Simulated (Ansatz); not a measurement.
5 guesses for ScAl4As and where they end

Computed with DFT PBE, scalar-relativistic, plane waves, PAW in Ansatz. All cells share a 420 eV cutoff and Γ-centred k meshes spaced at most about 0.3 Å⁻¹ (about 0.25 or finer for metals, 2π included). Collinear spin in cells that started with moments and kept them past the coarse steps, no spin elsewhere.

Each guess was relaxed in cell and atoms at zero pressure, within the symmetry of its start. All energies are static (0 K, no zero-point motion). Coordination counts Al or Sc atoms around As (for each partner element, those within 1.25 times its shortest distance or 1.15 times the sum of covalent radii, where it is the nearest in units of that sum or under 1.3; a plus sign parts groups by distance over the sum of covalent radii).

| guess | made from | start group | V start (Å³/atom) | end group | V end (Å³/atom) | coordination at the end | gap on mesh (eV) | largest moment (μB) | E over the lowest end (meV/atom) |
| --- | --- | --- | --- | --- | --- | --- | --- | --- | --- |
| 1 | random cell | P4/mmm | 17.5 | P4/mmm | 23.5 | As 6 | 0 | - | 494 |
| 2 | HfTaB4 type | P6/mmm | 14.8 | P6/mmm | 18.1 | As 2+12 | 0 | - | 0 |
| 3 | YMnNi4 type | F-43m | 19.0 | ? | ? | ? | ? | ? | ? |
| 4 | random cell | F-43m | 18.2 | F-43m | 31.0 | As 4 | 0 | - | 749 |
| 5 | random cell | P4/mmm | 18.6 | P4/mmm | 24.1 | As 8 | 0 | 0.4 | 456 |

Guess 3 as it starts:

```
CELL_PARAMETERS angstrom
0.00000 3.85067 3.85067
3.85067 0.00000 3.85067
3.85067 3.85067 0.00000
ATOMIC_POSITIONS crystal
Sc 0.25000 0.25000 0.25000
Al 0.62422 0.12733 0.62422
Al 0.62422 0.62422 0.12733
Al 0.62422 0.62422 0.62422
Al 0.12733 0.62422 0.62422
As 0.00000 0.00000 0.00000
```

Task: Predict the end of this guess and its energy over the lowest end.

Result: It ends in space group F-43m (No. 216), with a = 7.572 Å, 18.1 Å³/atom and no gap, with moments up to 0.0 μB. It lies 16 meV/atom over the lowest end, above guess 2 and below guess 5. The shortest distance is 2.66 Å (Al–Al) in this end and 2.70 Å (Al–Al) in the lowest (guess 2).

```xyz
6
Lattice="0.0000 3.7862 3.7862 3.7862 0.0000 3.7862 3.7862 3.7862 0.0000" Properties=species:S:1:pos:R:3 pbc="T T T"
Sc    5.6793    5.6793    5.6793
Al    2.8443    4.7281    4.7281
Al    2.8443    2.8443    2.8443
Al    4.7281    2.8443    4.7281
Al    4.7281    4.7281    2.8443
As    0.0000    0.0000    0.0000
```

The zero of energy is the elements' standard structures at the same level; no fitted shifts are applied.

Task: Is the lowest end bound against the elements?

Result: Yes: its formation energy is −0.12 eV/atom. It lies below the elements, which doesn't yet make it stable against other compounds or structures.

The reference form of As is held partly by dispersion forces, which this level lacks. The magnetic state reached may not be the lowest. Cells relaxed within their symmetry can be saddle points. A lower structure may well exist outside this small set. Some candidate types were left out of the draw beforehand, so a known form may be missing.
